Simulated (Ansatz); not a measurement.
All numbers below come from DFT PBE, scalar-relativistic, plane waves, PAW (Ansatz 0.2.0). Settings: cutoff 420 eV, Γ-centred meshes spaced at most about 0.3 Å⁻¹, and about 0.25 Å⁻¹ or finer for metals (2π included), Gaussian smearing. No spin polarisation in the final relaxations.

Temperature and zero-point effects are left out.

Two relaxed structures of SnBr4Cl:

A.

```
CELL_PARAMETERS angstrom
5.49849 0.00000 0.00000
0.00000 5.49849 0.00000
0.00000 0.00000 8.46054
ATOMIC_POSITIONS crystal
Sn 0.00000 0.00000 0.00000
Br 0.50000 0.00000 0.00000
Br 0.00000 0.50000 0.00000
Br 0.00000 0.00000 0.29733
Br 0.00000 0.00000 0.70267
Cl 0.50000 0.50000 0.50000
```

B.

```
CELL_PARAMETERS angstrom
9.05514 0.00000 0.00000
-4.52757 7.84198 0.00000
0.00000 0.00000 3.43693
ATOMIC_POSITIONS crystal
Sn 0.00000 0.00000 0.00000
Br 0.33333 0.66667 0.00000
Br 0.72992 0.86496 0.50000
Br 0.13504 0.86496 0.50000
Br 0.13504 0.27008 0.50000
Cl 0.66667 0.33333 0.00000
```

**Question.** Which would you expect to be lower, and how large is the difference?

**Answer.** A is lower, by 30 meV/atom. A has space group P4/mmm (No. 123), 42.6 Å³/atom and no gap on its mesh; B has space group P-6m2 (No. 187), 40.7 Å³/atom and no gap. In A, Sn is surrounded by 2 Br at 2.52 Å and 4 Br at 2.75 Å; Br on a site of symmetry mmm is surrounded by 2 Sn at 2.75 Å; Cl has 8 Br at 4.25 Å (long contacts); 1 more site not described. In B, Sn is surrounded by 6 Br at 2.73 Å and 2 Sn at 3.44 Å; Br on a site of symmetry -6m2 is surrounded by 8 Br at 3.44–3.55 Å (long contacts); Cl is surrounded by 2 Cl at 3.44 Å (long contacts); 1 more site not described. Both come from invented guesses. A third cell relaxed alike, in P4mm, lies 29 meV/atom below the lower of the two.

Weakly bound directions are ill-defined at this level, which has no dispersion term (P4/mmm, P-6m2), and this can change margins and order among such cells. In P4/mmm, P-6m2 an odd number of electrons in the primitive cell allows no gap without spin; a larger cell or a magnetic state could open one. A magnetic state wasn't ruled out in cells without spin, among them P4/mmm, P-6m2. Cells relaxed within their symmetry can be saddle points.
